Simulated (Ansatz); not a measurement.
Sr$_{2}$Pb:
```cif
data_Pb4Sr8
_chemical_formula_sum 'Sr8 Pb4'
_space_group_name_H-M_alt 'Pnma'
_space_group_IT_number 62
_space_group_name_Hall '-P 2ac 2n'
_cell_length_a 8.24372
_cell_length_b 5.41698
_cell_length_c 10.09423
_cell_angle_alpha 90.000
_cell_angle_beta 90.000
_cell_angle_gamma 90.000
loop_
_atom_site_label
_atom_site_type_symbol
_atom_site_symmetry_multiplicity
_atom_site_Wyckoff_symbol
_atom_site_fract_x
_atom_site_fract_y
_atom_site_fract_z
_atom_site_occupancy
Sr1 Sr 4 c 0.33839 0.25000 0.42576 1
Sr2 Sr 4 c 0.01968 0.75000 0.31405 1
Pb1 Pb 4 c 0.25230 0.25000 0.10448 1
```

Relaxed with PBEsol.

Question: Tabulate the valence density and the electron localisation function along the shortest Sr–Pb contact (3.32 Å), PBEsol (plane waves, PAW; program Ansatz).

Answer: 

| distance from Sr (Å) | density (e/Å³) | ELF |
|---|---|---|
| 0.33 | 2.48 | 0.39 |
| 0.50 | 2.67 | 0.74 |
| 0.66 | 2.04 | 0.84 |
| 0.83 | 1.19 | 0.83 |
| 1.00 | 0.58 | 0.65 |
| 1.16 | 0.28 | 0.29 |
| 1.33 | 0.16 | 0.12 |
| 1.49 | 0.13 | 0.13 |
| 1.66 | 0.14 | 0.27 |
| 1.83 | 0.18 | 0.42 |
| 1.99 | 0.26 | 0.44 |
| 2.16 | 0.41 | 0.40 |
| 2.32 | 0.70 | 0.40 |
| 2.49 | 1.34 | 0.38 |
| 2.66 | 2.59 | 0.26 |
| 2.82 | 4.54 | 0.10 |
| 2.99 | 7.04 | 0.01 |

The density is the valence pseudo-density with augmentation charge, so density and ELF within about 1 Å of a nucleus are not all-electron values.

The workflow started from an entry of the Crystallography Open Database (COD). Its standing as an ambient phase is unchecked. Symmetry was held in the PBEsol relaxation; its stability against distortions is not shown here. Scalar-relativistic: spin–orbit coupling is off unless named, which matters more the heavier the elements.

Potentials: the later of the program's two PAW sets.
